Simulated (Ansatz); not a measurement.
# WC (P-6m2), one atom moved over a plane

Level of theory: Ansatz, DFT r2SCAN, scalar-relativistic, plane waves, PAW. The runs took a 500 eV cutoff, a Γ-centred 18×18×16 mesh and Gaussian smearing (0.15 eV). Spin–orbit coupling is left out, which can shift energies with elements as heavy as these. No spin polarisation. Energies are free energies at this smearing, counted from the undisturbed cell; pressure is positive in compression.

The undisturbed cell (as given, not relaxed at this level; it stands at 4.3 GPa):

```yaml
crystal:
  lattice:
    - [2.90050, 0.00000, 0.00000]
    - [-1.45025, 2.51191, 0.00000]
    - [0.00000, 0.00000, 2.82900]
  atoms:
    - { symbol: W, position: [0.00000, 0.00000, 0.00000] }
    - { symbol: C, position: [0.66667, 0.33333, 0.50000] }
```

Atom 1 (W) is moved by p along (0.707, 0.707, 0.000) and q along (0.000, 0.000, 1.000) (Å), all else fixed. Points are written (p, q).

Energy above the undisturbed cell in eV/cell (a dash: not computed):

```csv
p \ q,-0.450,-0.225,0.000,0.225,0.450
-0.450,3.50,1.85,1.31,1.85,3.50
-0.225,2.20,–,0.38,–,2.20
0.000,1.65,0.38,0.00,0.38,1.65
0.225,2.35,–,0.43,–,2.35
0.450,4.70,2.45,1.71,2.45,4.70
```

Pressure in GPa:

```csv
p \ q,-0.450,-0.225,0.000,0.225,0.450
-0.450,81.5,42.9,29.4,42.9,81.5
-0.225,58.4,–,11.5,–,58.4
0.000,49.0,16.0,4.3,16.0,49.0
0.225,60.9,–,13.0,–,60.9
0.450,100.5,55.9,40.2,55.9,100.5
```